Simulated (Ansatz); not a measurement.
Two states of Sr$_{2}$CuO$_{3}$

```
CELL_PARAMETERS angstrom
0.00000 0.00000 3.53135
-12.85676 3.96403 0.00000
6.42838 1.98202 -1.76568
ATOMIC_POSITIONS crystal
Sr 0.42620 0.07380 0.85240
Sr 0.92620 0.57380 0.85240
Sr 0.07380 0.42620 0.14760
Sr 0.57380 0.92620 0.14760
Cu 0.25000 0.25000 0.50000
Cu 0.75000 0.75000 0.50000
O 0.32700 0.17300 0.65400
O 0.82700 0.67300 0.65400
O 0.17300 0.32700 0.34600
O 0.67300 0.82700 0.34600
O 0.00000 0.00000 0.00000
O 0.50000 0.50000 0.00000
```

Level: r2SCAN, with U_eff = 4.42 eV on Cu d (atomic projectors); 500 eV; 6×3×6 Γ-centred mesh; gaussian occupations (width 0.1179 eV); Ansatz 0.2.0, fixed geometry.

State A: no moments (collinear spin). State B: Cu5 up, Cu6 down (collinear spin).

Compare the two self-consistent states.

State B is lower by 20.4 meV an atom at zero smearing; in free energy at this smearing B lies -19.6 meV an atom from A.

```
state  free energy (meV/atom)  largest moment in a small sphere (μB)  net moment (μB/cell)  gap on mesh (eV)  pressure (GPa)  largest force (eV/Å)
    A                    19.6                                   0.00                  0.00             metal            -3.7                  0.23
    B                     0.0                                   0.47                  0.00              1.43            -3.7                  0.13
```

Origin: a database entry at a rescaled volume. Caveats: the input typed no starting moments; the k mesh is coarse if the cell is a metal.
